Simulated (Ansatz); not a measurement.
Hf2N:
```cif
data_Hf4N2
_chemical_formula_sum 'Hf4 N2'
_space_group_name_H-M_alt 'P42/mnm'
_space_group_IT_number 136
_space_group_name_Hall '-P 4n 2n'
_cell_length_a 5.32674
_cell_length_b 5.32674
_cell_length_c 3.24796
_cell_angle_alpha 90.000
_cell_angle_beta 90.000
_cell_angle_gamma 90.000
loop_
_atom_site_label
_atom_site_type_symbol
_atom_site_symmetry_multiplicity
_atom_site_Wyckoff_symbol
_atom_site_fract_x
_atom_site_fract_y
_atom_site_fract_z
_atom_site_occupancy
Hf1 Hf 4 f 0.29535 0.29535 0.00000 1
N1 N 2 a 0.00000 0.00000 0.00000 1
```

Relaxed with r²SCAN.

Problem. Which orbitals make up the states near the Fermi level in r²SCAN in the plane-wave PAW code Ansatz?

Solution. Within 0.5 eV of the Fermi level: Hf 5d 84 %, N 2p 8 %. Projections are on Löwdin-orthogonalised atomic valence shells; empty p or d shells of many metals are not among them.

Problem. Tabulate the density of states.

Solution. States/eV per cell of 6 atoms, in 0.25 eV bins, energy from the Fermi level.

| E (eV) | total | Hf 5d | N 2p | Hf 6s |
|---|---|---|---|---|
| -7.85 | 0.00 | 0.00 | 0.00 | 0.00 |
| -7.60 | 0.00 | 0.00 | 0.00 | 0.00 |
| -7.35 | 0.00 | 0.00 | 0.00 | 0.00 |
| -7.10 | 1.88 | 0.61 | 0.97 | 0.22 |
| -6.85 | 3.44 | 1.09 | 1.74 | 0.45 |
| -6.60 | 5.07 | 1.43 | 2.58 | 0.82 |
| -6.35 | 4.05 | 1.02 | 2.17 | 0.64 |
| -6.10 | 2.82 | 0.74 | 1.54 | 0.39 |
| -5.85 | 2.37 | 0.67 | 1.33 | 0.24 |
| -5.60 | 3.64 | 1.00 | 2.20 | 0.28 |
| -5.35 | 4.95 | 1.35 | 3.13 | 0.26 |
| -5.10 | 6.32 | 1.71 | 4.20 | 0.16 |
| -4.85 | 5.63 | 1.42 | 3.89 | 0.07 |
| -4.60 | 3.07 | 0.66 | 2.18 | 0.06 |
| -4.35 | 4.43 | 0.81 | 3.24 | 0.12 |
| -4.10 | 0.59 | 0.13 | 0.38 | 0.05 |
| -3.85 | 0.56 | 0.19 | 0.24 | 0.11 |
| -3.60 | 0.43 | 0.21 | 0.07 | 0.14 |
| -3.35 | 0.55 | 0.27 | 0.08 | 0.17 |
| -3.10 | 0.70 | 0.37 | 0.09 | 0.21 |
| -2.85 | 0.90 | 0.50 | 0.11 | 0.26 |
| -2.60 | 1.20 | 0.71 | 0.13 | 0.31 |
| -2.35 | 1.77 | 1.16 | 0.17 | 0.38 |
| -2.10 | 5.04 | 3.92 | 0.38 | 0.57 |
| -1.85 | 3.16 | 2.58 | 0.15 | 0.29 |
| -1.60 | 2.26 | 2.01 | 0.04 | 0.11 |
| -1.35 | 6.99 | 5.90 | 0.17 | 0.51 |
| -1.10 | 4.77 | 3.94 | 0.18 | 0.32 |
| -0.85 | 3.61 | 3.02 | 0.17 | 0.19 |
| -0.60 | 3.25 | 2.75 | 0.17 | 0.13 |
| -0.35 | 2.43 | 2.11 | 0.15 | 0.09 |
| -0.10 | 2.40 | 2.02 | 0.18 | 0.12 |
| 0.15 | 2.12 | 1.74 | 0.19 | 0.13 |
| 0.40 | 1.77 | 1.43 | 0.16 | 0.11 |
| 0.65 | 2.38 | 1.91 | 0.23 | 0.14 |
| 0.90 | 2.72 | 2.17 | 0.25 | 0.17 |
| 1.15 | 3.02 | 2.48 | 0.24 | 0.15 |
| 1.40 | 3.85 | 3.29 | 0.27 | 0.13 |
| 1.65 | 4.20 | 3.63 | 0.29 | 0.11 |
| 1.90 | 2.27 | 1.90 | 0.16 | 0.09 |
| 2.15 | 2.06 | 1.77 | 0.10 | 0.10 |
| 2.40 | 2.44 | 2.11 | 0.10 | 0.13 |
| 2.65 | 2.53 | 2.18 | 0.11 | 0.11 |
| 2.90 | 3.45 | 2.99 | 0.18 | 0.11 |
| 3.15 | 4.61 | 3.93 | 0.27 | 0.11 |
| 3.40 | 4.21 | 3.59 | 0.27 | 0.11 |
| 3.65 | 3.98 | 3.40 | 0.24 | 0.11 |
| 3.90 | 4.00 | 3.41 | 0.23 | 0.12 |
| 4.15 | 4.09 | 3.47 | 0.22 | 0.15 |
| 4.40 | 3.96 | 3.34 | 0.21 | 0.17 |
| 4.65 | 3.66 | 3.04 | 0.20 | 0.16 |

Space group P4_2/mnm (anti-rutile). The workflow started from a Materials Project entry (that database holds measured and hypothetical structures alike); the Crystallography Open Database copy checked does not list it. Whether it is the stable phase at ambient conditions was not checked. The r²SCAN relaxation kept the symmetry of its start; whether a distortion lowers the energy is not shown. The run is not spin-polarised. Spin–orbit coupling is left out wherever it is not named.

Potentials: the earlier of the program's two PAW sets.
